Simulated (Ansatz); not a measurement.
An Ansatz (a first-principles code) run. Input:

Ansatz 0.2 input:
```yaml
crystal:
  lattice:
    - [-2.1118020736, 2.1118020736, 2.1118020736]
    - [2.1118020736, -2.1118020736, 2.1118020736]
    - [2.1118020736, 2.1118020736, -2.1118020736]
  atoms:
    - { symbol: Na, position: [0.0, 0.0, 0.0] }
kpoints:
  mp_grid: { grid: [16, 16, 16] }
hamiltonian:
  xc: r2scan
  pseudopotentials: { kind: paw }
scf:
  occupations: { method: fermi_dirac, width: 0.1 }
phonons:
  method: dfpt
  response_accuracy: low
  qmesh: [4, 4, 4]
  interpolated_qmesh: [18, 18, 18]
  dielectric: false
  rigid_motions: translations
  temperatures: { t_max: 1000, t_step: 50 }
  qpath:
    path:
      - [[0.0, 0.0, 0.0], [0.5, -0.5, 0.5], [0.0, 0.0, 0.5], [0.0, 0.0, 0.0], [0.25, 0.25, 0.25], [0.5, -0.5, 0.5]]  # Γ-H-N-Γ-P-H
      - [[0.25, 0.25, 0.25], [0.0, 0.0, 0.5]]  # P-N
    npoints: 13
```

Output (shortened):

```
zone centre: on kpoints.mp_grid the ground state, and the responses unless they are solved on pairs of k-points, stand on 349 of the mesh's 4096 k-points, …
Pseudopotentials: kind: paw
Pseudopotential: Na, paw, valence charge 9
Functional definition: r2SCAN
Crystal: 1 atoms, lattice volume = 37.672 Å³
Basis set: ecut = 500 eV, 959 PW (Γ), exchange–correlation on 135×135×135 points (125 copies of the dense FFT grid, shifted against one another)
Bands: 9, of which v1, the nominal top of the filled ones, is band 5 counted from 1 (4 counted from 0)
Symmetry: 48 space group operations
k-points: 349 of 4096 (irreducible under 8 space group operations, time reversal used)
PAW frozen core: Na, regenerated for the run's functional
Initial wavefunctions: pseudopotential atomic-orbital guess
Eigensolver: davidson
Functional: x = r2scan, c = r2scan; τ floored in thin density (d = 2e-4 eV/Å³)
SCF iter   1: F=—  HF=-1488.627108 eV  |F-HF|=—  |Δ(HF+E_count)|=         —  Δρ=7.20e-3  dr2=8.67e-3  dr2_τ=1.20e-4  ethr=1.77e-3  ⟨swp⟩=5.0  Hψ=20380  notcnv=0
all-band conjugate gradients solve this SCF's bands
preconditioner: auto → Kerker (q_TF=auto, 2.149 Å⁻¹)
SCF iter   2: F=—  HF=-1488.621887 eV  |F-HF|=—  |Δ(HF+E_count)|=   5.22e-3  Δρ=2.35e-3  dr2=1.09e-3  dr2_τ=3.08e-4  ethr=9.64e-5  ⟨swp⟩=2.0  Hψ=8987  notcnv=0  defer=11
SCF iter   3: F=—  HF=-1488.622113 eV  |F-HF|=—  |Δ(HF+E_count)|=   2.26e-4  Δρ=6.29e-4  dr2=8.37e-5  dr2_τ=1.84e-5  ethr=1.21e-5  ⟨swp⟩=2.0  Hψ=4706  notcnv=0  defer=11
SCF iter   4: F=—  HF=-1488.622248 eV  |F-HF|=—  |Δ(HF+E_count)|=   1.34e-4  Δρ=7.21e-5  dr2=2.16e-6  dr2_τ=1.78e-7  ethr=9.30e-7  ⟨swp⟩=2.7  Hψ=4713  notcnv=0  defer=11
SCF iter   5: F=—  HF=-1488.622251 eV  |F-HF|=—  |Δ(HF+E_count)|=   2.95e-6  Δρ=2.13e-5  dr2=2.57e-7  dr2_τ=7.56e-9  ethr=2.40e-8  ⟨swp⟩=2.5  Hψ=4593  notcnv=0  defer=11
SCF iter   6: F=—  HF=-1488.622250 eV  |F-HF|=—  |Δ(HF+E_count)|=   6.40e-7  Δρ=4.84e-6  dr2=4.90e-9  dr2_τ=9.84e-10  ethr=2.86e-9  ⟨swp⟩=1.6  Hψ=3346  notcnv=0  defer=11
SCF iter   7: F=—  HF=-1488.622250 eV  |F-HF|=—  |Δ(HF+E_count)|=   8.81e-9  Δρ=8.27e-7  dr2=1.41e-10  dr2_τ=1.57e-11  ethr=5.44e-11  ⟨swp⟩=2.0  Hψ=4785  notcnv=0  defer=11
SCF iter   8: F=-1488.622250 eV  HF=-1488.622250 eV  |F-HF|=5.00e-12  |Δ(HF+E_count)|=  2.89e-10  Δρ=1.18e-7  dr2=4.24e-12  dr2_τ=2.80e-13  ethr=1.00e-12  ⟨swp⟩=5.6  Hψ=10813  notcnv=0
the search or the solves at the SCF's close seem to have found levels that the self-consistency loop had missed (the run counts 2) …
SCF 1 converged in 8 iterations: F = -1488.622250 eV  dr2 = 4.24e-12
DFPT response loops at Γ: preconditioner auto → Kerker (q_TF=auto, 2.149 Å⁻¹) (partly filled bands, converged f_vac=0.000) …
NSCF: frozen V_eff on 145 k-points
NSCF: frozen V_eff on 4352 k-points
DFPT response loops at q = (0, 0, 0.25) (fractional): mixed as the last ones told, above
NSCF: frozen V_eff on 2196 k-points
DFPT response loops at q = (0, 0, -0.5) (fractional): mixed as the last ones told, above
NSCF: frozen V_eff on 8192 k-points
DFPT response loops at q = (0, 0.25, 0.25) (fractional): mixed as the last ones told, above
NSCF: frozen V_eff on 1178 k-points
DFPT response loops at q = (0.25, 0.25, 0.25) (fractional): mixed as the last ones told, above
NSCF: frozen V_eff on 2320 k-points
DFPT response loops at q = (0.25, 0.25, -0.25) (fractional): mixed as the last ones told, above
NSCF: frozen V_eff on 4352 k-points
DFPT response loops at q = (0.25, -0.5, -0.5) (fractional): mixed as the last ones told, above
NSCF: frozen V_eff on 698 k-points
DFPT response loops at q = (-0.5, -0.5, -0.5) (fractional): mixed as the last ones told, above
SCF converged after 8 iterations
Free energy (F): -1488.622250 eV
Harris-Foulkes:  -1488.622250 eV  (|F-HF|=5.00e-12)
Internal energy: -1488.607776 eV  (E = F + TS)
E sigma→0 (E₀):  -1488.615013 eV
Entropy (-TS):   -0.014474 eV (-14.474 meV/atom)
Fermi energy:    1.692505 eV
--- Per-component energies (eV) ---
  E_band       = -252.805724
  E_kinetic    = 120.113558
  E_local      = -1450.286354  (includes V_loc(G=0)·N_el)
  E_nonlocal   = 115.897201
  E_hartree    = 531.666646
  E_xc         = -35.723763
  E_vxc        = -53.764200  (∫ρ·V_xc dr)
  E_paw        = -267.751730  (= ΣΔE_a)
  E_vpaw       = -52.944684  (= ΣTr[D̂ρ^β])
  E_aug_tail   = -0.000001  (compensation charges beyond the density's cutoff)
  E_vtau       = 4.845431  (kinetic-family band-sum trace: ∫τ·v_τ [+ j·A + Jᵃ·Aᵃ] dr)
  E_ewald      = -502.497067
  E_core_change = -0.026267  (= ΣΔE_core)
  E_smearing   = -0.014474  (= −TS)
  E_closure    = 0.000000  (closes the sum)
  Σ components = -1488.622250   (vs F -1488.622250, Δ=0.00e0)
  [band-id]    e_kinetic+e_local+e_nonlocal+2·e_hartree+e_vxc+e_vpaw+e_augmentation_tail+e_vtau = -252.805757   (vs E_band -252.805724, Δ=-3.27e-5)
--- Band table (eV; the first three rows and the last of 349) ---
  k-point 0: bands = ["-53.8372", "-24.2311", "-24.2311", "-24.2311", "-1.7720", "14.2054", "14.2054", "14.2054", "15.3422"]
  k-point 1: bands = ["-53.8371", "-24.2324", "-24.2315", "-24.2311", "-1.6992", "13.1969", "13.6902", "13.9496", "14.6763"]
  k-point 2: bands = ["-53.8369", "-24.2362", "-24.2327", "-24.2310", "-1.4813", "11.4612", "12.8828", "13.4366", "13.8864"]
  k-point 348: bands = ["-53.8339", "-24.2559", "-24.2559", "-24.2559", "6.4294", "6.4294", "6.9411", "6.9411", "6.9411"]
  band table: 9 of 9 bands, residual norms ≤ 1.0e-3 eV
--- Phonons (Γ-DFPT): 1 representative perturbation + reference, on 349 of 4096 k-points (Σ response iterations 6) ---
  k mesh reduced under 8 symmetry operations, with k and −k counted as one. Each operation leaves every solved perturbation unchanged …
  ASR residual: 1.023e-4 → 0.000e0 eV/Å²; symmetrization residual: 0.0 eV/Å²
  ASR residual per site (eV/Å²): 1.02e-4
  Γ frequencies (cm⁻¹): 0.00 0.00 0.00
  non-analytic LO–TO correction: not included (Born effective charges unavailable; polar crystals …
--- Phonons (arbitrary-q DFPT): 8 irreducible q on the 4×4×4 mesh ---
  q = [0.0000, 0.0000, 0.0000] (star 1, of the zone-centre solve; hermiticity 8.18e-16, symmetrization 9.27e-16):  0.00 0.00 0.00
  q = [0.0000, 0.0000, 0.2500] (star 12, 2 solved perturbations in 3336 linear systems a pass and spin channel, the states on 2176 of 4096 k-point pairs; hermiticity 2.99e-12, symmetrization 2.31e-12): 21.58 62.66 96.06
  q = [0.0000, 0.0000, -0.5000] (star 6, 2 solved perturbations in 1719 linear systems a pass and spin channel, the states on 1098 of 4096 k-point pairs; hermiticity 1.70e-12, symmetrization 2.78e-12): 30.70 88.71 135.28
  q = [0.0000, 0.2500, 0.2500] (star 24, 2 solved perturbations in 6272 linear systems a pass and spin channel, the states on 4096 of 4096 k-point pairs; hermiticity 4.79e-6, symmetrization 5.87e-13): 55.12 98.62 125.33
  q = [0.2500, 0.2500, 0.2500] (star 2, 1 solved perturbation on 589 of 4096 k-point pairs; hermiticity 1.11e-12, symmetrization 4.92e-12): 104.71 104.71 104.71
  q = [0.2500, 0.2500, -0.2500] (star 6, 2 solved perturbations in 1808 linear systems a pass and spin channel, the states on 1160 of 4096 k-point pairs; hermiticity 1.62e-12, symmetrization 1.64e-12): 91.88 91.88 94.08
  q = [0.2500, -0.5000, -0.5000] (star 12, 2 solved perturbations in 3336 linear systems a pass and spin channel, the states on 2176 of 4096 k-point pairs; hermiticity 8.98e-13, symmetrization 1.58e-12): 89.36 112.46 131.74
  q = [-0.5000, -0.5000, -0.5000] (star 1, 1 solved perturbation on 349 of 4096 k-point pairs; hermiticity 1.31e-12, symmetrization 1.53e-12): 130.17 130.17 130.17
  sum rule: each row above includes the acoustic sum rule's correction from the zone centre's row sums; it moved no ω² by more than (1.10 cm⁻¹)²
  mesh force constants: q→R imaginary residual 0.00e0; ASR residual 1.023e-4 → 0.000e0 eV/Å²; symmetrization residual 3.331e-16 eV/Å²
  interpolated dispersion: 80 rows × 3 modes
  density of states and harmonic sums: on the 18×18×18 q-mesh, interpolated from the force constants of a 4×4×4 supercell (no non-analytic term)
  largest difference from the sums on the solved wave vectors: F 7.26e-3 eV, S 1.13e-5 and C_V 4.00e-6 eV/K
  zero-point energy: 0.016689 eV/cell   skipped modes (ω ≤ 0): 3   left out of the sums: 1.71e-4 of the cell's modes …
```

Cost: around 30 core-minutes (rough) on shared cores.

Space group Im-3m (bcc (W type)). Symmetry was held in the r²SCAN relaxation. As this level gives no gap, phonon frequencies hold no LO–TO term and depend on the k-mesh and smearing (Fermi–Dirac, 0.1 eV here).

Potentials: the later of the program's two PAW sets.

Ansatz is a plane-wave DFT program.
